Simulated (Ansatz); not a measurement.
A geometry of Nb away from equilibrium: step 2 of the relaxation of a relaxed Nb cell displaced along its unstable phonon at q = (0, 0, ½) of its primitive reciprocal cell (121i cm⁻¹), largest move 0.15 Å. The numbers are results of PBEsol (plane waves to 420 eV, PAW, scalar-relativistic; Ansatz, a program for electronic structure), not measurements. Γ-centred k-mesh 13×13×6 on the run's cell (coarser than for final values), Fermi–Dirac smearing 0.05 eV. The plane waves were selected for a different cell earlier on the path.

```
Nb
1.0
    1.47436    -2.36924     0.00000
    1.47436     2.36924     0.00000
    0.00000     0.00000     5.27017
Nb
2
Direct
  0.61797   0.61797   0.00000
  0.38203   0.38203   0.50000
```

Give the Cartesian forces on all atoms (eV/Å).


```tsv
atom	Fx	Fy	Fz
Nb1	0.87	0.00	0.00
Nb2	-0.87	0.00	0.00
```

The path ends in Im-3m (No. 229) (bcc (W type)). No spin polarisation in the result.

The run could not lose the symmetry of its start.

Of the parent cell (Cmmm (No. 65)): it is a generated cell of Nb: the first start was made by placing the elements on the sites of a structure type, and the end was not matched to a known phase here, so it may be hypothetical. Known forms of Nb include space group No. 229.
